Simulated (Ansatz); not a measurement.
K₂NaRhF₆ (space group Fm-3m)

```
K2NaRhF6
1.0
    0.00000     4.06954     4.06954
    4.06954     0.00000     4.06954
    4.06954     4.06954     0.00000
K Na Rh F
2 1 1 6
Cartesian
  6.10432   6.10432   6.10432
  2.03477   2.03477   2.03477
  4.06954   4.06954   4.06954
  0.00000   0.00000   0.00000
  1.94622   4.06954   4.06954
  6.19287   4.06954   4.06954
  4.06954   1.94622   4.06954
  4.06954   6.19287   4.06954
  4.06954   4.06954   1.94622
  4.06954   4.06954   6.19287
```

The numbers are results of LDA (plane waves to 420 eV, PAW, scalar-relativistic; Ansatz, an electronic-structure program), not measurements. DFPT wavenumbers on a 6×6×6 k mesh, in cm⁻¹; i marks imaginary ones, q is in fractions of the reciprocal vectors of the cell shown, and the three acoustic modes at Γ are left out. The non-analytic (LO-TO) term is not included, so polar modes at Γ have their transverse values. K2NaRhF6 is run without spin polarisation and with no Hubbard U. K2NaRhF6 was relaxed with its symmetry unable to fall.

Question: Does any mode at Γ come out imaginary?

Answer: Unstable at this level: the lowest mode is 69i cm⁻¹ at Γ.

Question: Predict the phonon wavenumbers at Γ.

Answer: 
| q | wavenumbers (cm⁻¹) |
|---|---|
| Γ | 69i (×3), 94 (×3), 101 (×3), 188 (×3), 200 (×3), 233 (×3), 307 (×3), 560 (×2), 583 (×3), 600 |
